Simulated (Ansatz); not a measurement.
A generator proposed this cell of Mg3ScBr3.

```yaml
crystal:
  lattice:
    - [5.66278, 0.00000, 0.00000]
    - [0.00000, 5.66278, 0.00000]
    - [0.00000, 0.00000, 5.66278]
  atoms:
    - { symbol: Mg, position: [0.00000, 0.50000, 0.50000] }
    - { symbol: Mg, position: [0.50000, 0.50000, 0.00000] }
    - { symbol: Mg, position: [0.50000, 0.00000, 0.50000] }
    - { symbol: Sc, position: [0.50000, 0.50000, 0.50000] }
    - { symbol: Br, position: [0.00000, 0.50000, 0.00000] }
    - { symbol: Br, position: [0.50000, 0.00000, 0.00000] }
    - { symbol: Br, position: [0.00000, 0.00000, 0.50000] }
```

Computed with Ansatz, DFT PBE, scalar-relativistic, plane waves, PAW. Plane waves to 420 eV, a k mesh through Γ of 4×4×4 on the computed 7-atom cell and Gaussian smearing (0.10 eV); no spin polarisation.

The zero of energy is the elements' standard structures at the same level; no fitted shifts are applied. The references include crystalline Br.

Question: How far from equilibrium is it?

Answer: The pressure is 5.9 GPa (it wants to expand), the largest force is 0.00 eV/Å (symmetry fixes the atoms), and the energy is −0.12 eV/atom against the elements. The shortest distance is 2.83 Å.

Question: Is it a good guess?

Answer: A fair one: relaxing gains under 0.1 eV/atom (the start's value is from the coarse mesh, so the gain is rough) in 8 ionic steps and ends at −0.21 eV/atom on the finer mesh. The symmetry stays Pm-3m (No. 221). The volume per atom grows by 20.6 %, from 25.9 to 31.3 Å³. The shortest distance goes from 2.83 Å (Mg–Br and Mg–Sc) to 3.01 Å (Mg–Br and Mg–Sc). Conventional cell: a = 6.028 Å. Mg is surrounded by 2 Sc at 3.01 Å and 4 Br at 3.01 Å; Sc has 6 Mg at 3.01 Å; Br has 4 Mg at 3.01 Å.

The last run used collinear spin, a 6×6×6 mesh for its 7-atom cell and Gaussian smearing of 0.10 eV. The reference form of Br is held partly by dispersion forces, which this level lacks. Another magnetic order may lie lower. The relaxation can't lower the symmetry of the start, and the grade says only how near the guess is to its own end. Symmetry constrained the relaxation, so the result can be a saddle point.
